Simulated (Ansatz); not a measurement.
Data:

MoW (rock salt, Fm-3m), a = b = c = 5.240 Å, α = β = γ = 90.00°; the cell used has 2 atoms.

This is the PBE-relaxed structure.

### Question
All from PBE in the plane-wave PAW code Ansatz, unless another level is named. Give the formation energy from the elements (no fitted shifts).

### Answer
1.31 eV/atom.

### Question
Predict the density of states at the Fermi level.

### Answer
1.3 states/eV per atom (mean over ±0.08 eV).

The start of the workflow was typed in or built on a structure type; neither database checked (COD, Materials Project) lists it. Its standing as an ambient phase is unchecked. Symmetry was held in the PBE relaxation; whether a distortion lowers the energy is not shown. The run is not spin-polarised. Its formation energy is positive at this level, so the cell may be metastable or incomplete. The references are the lowest solids computed at this level, not always the standard phases. Spin–orbit coupling is left out wherever it is not named.

Potentials: the later of the program's two PAW sets.
